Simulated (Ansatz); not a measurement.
# Fe$_{5}$Co (P4/mmm)

Level of theory: DFT PBE, scalar-relativistic, plane waves, PAW in Ansatz 0.2.0.

Settings: cutoff 420 eV, Γ-centred mesh 14×14×6 on the computed 6-atom cell, Gaussian smearing of 0.10 eV; collinear spin from starting moments 2.6 2.6 2.6 2.9 2.9 2.0 μB.

The structure is relaxed at this level of theory with its symmetry kept, and needn't be the ground state of this composition.

```
Fe Co
1.0
     2.84243    0.00000    0.00000
     0.00000    2.84243    0.00000
     0.00000    0.00000    8.56444
Fe Co
5 1
Direct
  0.00000 0.00000 0.83415
  0.50000 0.50000 0.00000
  0.00000 0.00000 0.16585
  0.50000 0.50000 0.33458
  0.50000 0.50000 0.66542
  0.00000 0.00000 0.50000
```

(1) Formation energy from the elements' standard states (uncorrected)?

(2) Kohn–Sham band gap?

(3) Density of states at the Fermi level?

(4) Orbital (Löwdin) character within 0.5 eV of the Fermi level?

(5) Bulk modulus?

(6) Its pressure derivative?

(7) Bader charge by site (e)?

(8) Total moment?

(9) Moment by site (μB)?

Only this magnetic start was tried.

Answers

(1) -0.027 eV/atom.

(2) none (metal).

(3) 4.3 states/eV per cell.

(4) Fe 3d 79 %, Co 3d 9 %, unprojected 5 %.

(5) 176 GPa.

(6) 4.3.

(7) Fe (2 in the cell) 0.00, Fe (1 in the cell) 0.00, Fe (2 in the cell) 0.11, Co (1 in the cell) -0.20.

(8) 13.89 μB per cell.

(9) Fe1 2.40, Fe2 2.33, Fe3 2.40, Fe4 2.64, Fe5 2.64, Co6 1.81.

The cell was found from a structure generator's guess, not taken from experiment. Löwdin shares on free-atom orbitals overweight diffuse shells.
